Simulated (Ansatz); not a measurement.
Below is a relaxed structure of Zn. The cell was found from a structure generator's guess, not taken from experiment.

These are results of DFT PBE, scalar-relativistic, plane waves, PAW (Ansatz), not measurements. Cutoff 420 eV, Γ-centred mesh, Gaussian smearing, no spin polarisation.

The sheet is periodic along a and b; c holds vacuum.

```
Zn
1.0
     2.55747    0.00000    0.00000
    -1.27874    2.21483    0.00000
     0.00000    0.00000   29.90647
Zn
2
Direct
  0.00000 0.00000 0.33372
  0.00000 0.00000 0.23472
```

Energies count from the standard state of Zn at the same level.

(1) What layer group does it have?

(2) How far does it lie from the standard state of Zn?

(3) Is it a metal?

Results:

(1) p6/mmm (No. 80). In-plane cell: a = 2.557 Å, b = 2.557 Å, γ = 120.0°, thickness 2.96 Å between the outermost nuclei. Zn at height 2.96 Å has 6 Zn at 2.56 Å.

(2) +0.18 eV/atom. It lies above the standard state, so it could only be metastable.

(3) Yes, bands cross the Fermi level on the 24×24×1 mesh.

The last run used a 24×24×1 mesh for its 2-atom cell and Gaussian smearing of 0.10 eV. Symmetry constrained the relaxation, so the result can be a saddle point.
